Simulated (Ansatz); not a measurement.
The cell of SiB2 is invented: random cell by space group and Wyckoff sites (P6_3/mmc, No. 194). Lengths were set from tabulated atomic sizes, so they are only a guess.

```xyz
6
Lattice="3.1192 0.0000 0.0000 -1.5596 2.7013 0.0000 0.0000 0.0000 7.4995" Properties=species:S:1:pos:R:3 pbc="T T T"
Si    0.0000    0.0000    0.0000
Si    0.0000    0.0000    3.7498
B     0.0000    1.8009    1.8749
B     1.5596    0.9004    5.6246
B     0.0000    0.0000    1.8749
B     0.0000    0.0000    5.6246
```

All numbers below come from DFT PBE, scalar-relativistic, plane waves, PAW (Ansatz). Cutoff 420 eV, Gaussian smearing, Γ-centred meshes. Cell and atoms relax first on a coarse mesh and then on a finer one. In between, the cell is made exact in the group found at 0.06 Å. In metals the finer mesh still leaves noise of several meV/atom or more. The steps can't lower the symmetry of their start. No spin polarisation.

A guess keeps its type if space group and coordination stay and the shape of the cell changes little (axis ratios within about 15 %, angles within 6°); the volume may change.

Q: Does this structure survive the relaxation?

A: It keeps its type. The symmetry stays P6_3/mmc (No. 194). The volume per atom shrinks by 3.5 %, from 10.5 to 10.2 Å³. The shortest distance goes from 1.80 Å (B–B) to 1.72 Å (B–B). The ratio c/a of the conventional cell changes by a factor of 1.10. Counting neighbours within 15 % of an atom's shortest distance, the start has B 3/5, Si 2 and the end B 3/5, Si 2.

The zero of energy is the elements' standard structures at the same level; no fitted shifts are applied.

Q: At what energy does it end?

A: +0.50 eV/atom. It can't be a ground state, since the elements alone are lower.

The last run used a 12×12×6 mesh (in the run's order of axes) for its 6-atom cell and Gaussian smearing of 0.10 eV. Symmetry constrained the relaxation, so the result can be a saddle point.

In counts of neighbours, a slash parts the counts of unlike sites.
